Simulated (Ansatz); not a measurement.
# Band structure of CuI2

```yaml
crystal:
  lattice:
    - [0.00000, 3.58600, 3.58600]
    - [3.58600, 0.00000, 3.58600]
    - [3.58600, 3.58600, 0.00000]
  atoms:
    - { symbol: Cu, position: [0.00000, 0.00000, 0.00000] }
    - { symbol: I, position: [0.25000, 0.25000, 0.25000] }
    - { symbol: I, position: [0.75000, 0.75000, 0.75000] }
```

Atoms are numbered in the order listed.

The structure comes from a relaxation in the same program, started in the fluorite type, and has space group Fm-3m. Whether it is a known phase or the ground state wasn't checked.

Spin–orbit coupling is left out, though it moves levels of the heavy atoms by tenths of an eV or more.

Level of theory: DFT, PBE, all-electron LAPW, scalar-relativistic (Ansatz 0.2.0).

Sampling and basis: a Γ-centred 12×12×12 k mesh, Fermi–Dirac smearing of 0.03 eV, basis error target 1 meV/atom, no spin polarisation.

Points in fractions of the reciprocal vectors of this cell: Γ (0, 0, 0), X (0.5, 0, 0.5), U (0.625, 0.25, 0.625), K (0.375, 0.375, 0.75), L (0.5, 0.5, 0.5), W (0.5, 0.25, 0.75). The path joins them by straight lines in the order Γ–X–U–K–Γ–L–W–X; legs that retrace an earlier one aren't tabulated. Energies are in eV from the Fermi level.

Q: Metal or insulator at this level of theory?

A: No gap opens: metallic or semimetallic.

Q: Tabulate bands 33 to 38, counted from the lowest band of the run, along the path.

A: 
```csv
k (1/Å),point,band 33,band 34,band 35,band 36,band 37,band 38
0.00,Γ,-0.89,-0.89,-0.89,0.97,3.52,3.52
0.22,,-0.85,-0.58,-0.58,1.51,3.44,4.03
0.44,,-0.69,-0.23,-0.23,1.59,3.81,5.35
0.66,,-0.13,0.10,0.10,1.38,4.58,6.90
0.88,X,0.24,0.24,0.35,1.29,5.12,7.11
0.95,,0.15,0.21,0.36,1.33,5.23,6.74
1.03,,-0.08,0.11,0.35,1.47,5.52,6.27
1.11,,-0.39,-0.04,0.33,1.69,5.87,5.93
1.19,U,-0.75,-0.20,0.29,1.94,5.57,6.39
1.32,,-1.07,-0.14,0.26,2.11,5.16,6.44
1.45,,-1.26,-0.06,0.23,2.21,4.89,6.43
1.59,,-1.07,-0.14,0.26,2.11,5.16,6.44
1.72,K,-0.75,-0.20,0.29,1.94,5.57,6.39
1.95,,-1.26,-0.61,0.09,2.43,5.29,5.82
2.19,,-1.11,-0.81,-0.22,2.21,4.34,4.89
2.42,,-0.90,-0.87,-0.56,1.67,3.73,3.79
2.65,Γ,-0.89,-0.89,-0.89,0.97,3.52,3.52
2.84,,-0.86,-0.79,-0.79,1.55,3.74,3.74
3.03,,-1.09,-0.76,-0.76,2.26,4.38,4.38
3.22,,-1.35,-0.76,-0.76,2.76,5.27,5.27
3.41,L,-1.46,-0.76,-0.76,3.01,5.89,5.89
3.57,,-1.41,-0.69,-0.68,2.84,5.80,6.01
3.72,,-1.28,-0.40,-0.31,2.49,5.32,6.25
3.87,,-1.26,-0.06,0.23,2.21,4.89,6.43
4.03,W,-1.26,0.09,0.46,2.11,4.74,6.46
4.14,,-0.97,0.11,0.45,1.95,5.02,6.11
4.25,,-0.48,0.15,0.42,1.63,5.69,5.72
4.36,,0.02,0.21,0.38,1.38,5.32,6.49
4.47,X,0.24,0.24,0.35,1.29,5.12,7.11
```
